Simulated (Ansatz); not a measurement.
Ge:
```yaml
crystal:
  lattice:
    - [-3.48361, 3.48361, 3.48361]
    - [3.48361, -3.48361, 3.48361]
    - [3.48361, 3.48361, -3.48361]
  atoms:
    - { symbol: Ge, position: [0.50000, 0.00000, 0.79889] }
    - { symbol: Ge, position: [0.50000, 0.00000, 0.20111] }
    - { symbol: Ge, position: [0.70111, 0.70111, 0.70111] }
    - { symbol: Ge, position: [0.29889, 0.29889, 0.29889] }
    - { symbol: Ge, position: [0.00000, 0.79889, 0.50000] }
    - { symbol: Ge, position: [0.00000, 0.20111, 0.50000] }
    - { symbol: Ge, position: [0.79889, 0.50000, 0.00000] }
    - { symbol: Ge, position: [0.20111, 0.50000, 0.00000] }
```

Relaxed with r²SCAN. Special points in fractions of this cell's reciprocal vectors: Γ (0.000, 0.000, 0.000); H (0.500, -0.500, 0.500); N (0.000, 0.000, 0.500); P (0.250, 0.250, 0.250).

Task: List the band energies nearest the Fermi level at these points for DFT-r²SCAN in the program Ansatz with PAW potentials.

Result: In eV from the Fermi level; about four levels below and three above (degenerate sets whole), none deeper than 8.9 eV; points with the same levels are listed once.

```json
[
 {"k": "Γ", "below": "-3.80 -3.80 -3.80 -1.51 -1.51 -1.04", "above": "1.69 1.69 1.69"},
 {"k": "H", "below": "-2.61 -2.61 -2.61 -1.53", "above": "0.21 0.21 0.21"},
 {"k": "N", "below": "-2.19 -2.19 -1.33 -1.33", "above": "0.45 0.45 2.04 2.04"},
 {"k": "P", "below": "-2.98 -2.98 -2.98 -2.98", "above": "2.24 2.24 2.24 2.24"}
]
```

Space group Ia-3. The first step of the workflow began from a Materials Project structure, measured or hypothetical; the Crystallography Open Database copy checked does not list it. It is not the phase usual at ambient conditions (space group No. 227). The r²SCAN relaxation kept the symmetry of its start; its stability against distortions is not shown here. Scalar-relativistic: spin–orbit coupling is off unless named, which matters more the heavier the elements.

Potentials: the later of the program's two PAW sets.
